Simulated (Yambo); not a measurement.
```xyz
3
Lattice="2.0723 1.1964 6.9586 -2.0723 1.1964 6.9586 0.0000 -2.3929 6.9586" Properties=species:S:1:pos:R:3 pbc="T T T"
O      0.0000     0.0000     0.0000
Cs     0.0000     0.0000     5.4645
Cs     0.0000     0.0000    15.4114
```

Cs$_{2}$O (space group R-3m, No. 166) under isotropic strain of +1 % on all lattice vectors: mean Im ε in 1 eV windows above the direct gap of 2.10 eV, for different electron-hole kernels (Yambo, broadening 0.15 eV, norm-conserving PBEsol (Quantum ESPRESSO, 84 Ry, scalar-relativistic) bands; 6×6×6 mesh, 3 valence and 9 conduction bands, static screening with 49 bands and a 4 Ry block, scissor 0.64 eV, Tamm-Dancoff; field along x).

| window (eV) | independent quasiparticles | BSE |
|---|---|---|
| 2.1 to 3.1 | 2.4 | 4.6 |
| 3.1 to 4.1 | 3.5 | 3.0 |
| 4.1 to 5.1 | 2.7 | 2.0 |
| 5.1 to 6.1 | 2.0 | 1.8 |
| 6.1 to 7.1 | 1.7 | 1.5 |
| 7.1 to 8.1 | 1.8 | 0.7 |

This run doesn't resolve bound excitons or single peaks, so only averages are given, and they too depend on the mesh; weight that the attraction moves below the gap isn't listed. All transitions below 8.23 eV are in the band window. The scissor comes from a G0W0 run whose convergence isn't established.

Geometry strained from the cell relaxed with PBEsol, atoms relaxed again.
